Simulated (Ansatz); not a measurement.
ZrTa (CsCl type, space group No. 221) under volume change, r²SCAN in the plane-wave PAW code Ansatz, scaled uniformly.

```csv
V (Å³/atom),E − E(relaxed) (meV/atom),P (GPa)
18.442,[?],[?]
19.050,33.9,9.29
19.658,8.1,4.38
20.266,0.0,0.00
20.874,7.4,-3.81
21.482,28.3,-7.10
22.090,[?],[?]
```

Task: Some entries are withheld; supply them.

Result: 
- 22.090, E − E(relaxed) (meV/atom): 60.8
- 22.090, P (GPa): -9.96
- 18.442, E − E(relaxed) (meV/atom): 79.3
- 18.442, P (GPa): 14.75

Task: What does a third-order Birch–Murnaghan fit give for V₀, B₀ and B′?

Result: V₀ = 20.27 Å³/atom, B₀ = 134 GPa, B′ = 3.3.

Space group Pm-3m (CsCl type). The start of the workflow was typed in or built on a structure type; neither database checked (COD, Materials Project) lists it. Whether it is the stable phase at ambient conditions was not checked. The r²SCAN relaxation kept the symmetry of its start; its stability against distortions is not shown here. The run is not spin-polarised. Its formation energy is positive at this level, so the cell may be metastable or incomplete. Scalar-relativistic: spin–orbit coupling is off unless named, which matters more the heavier the elements.

Potentials: the earlier of the program's two PAW sets.
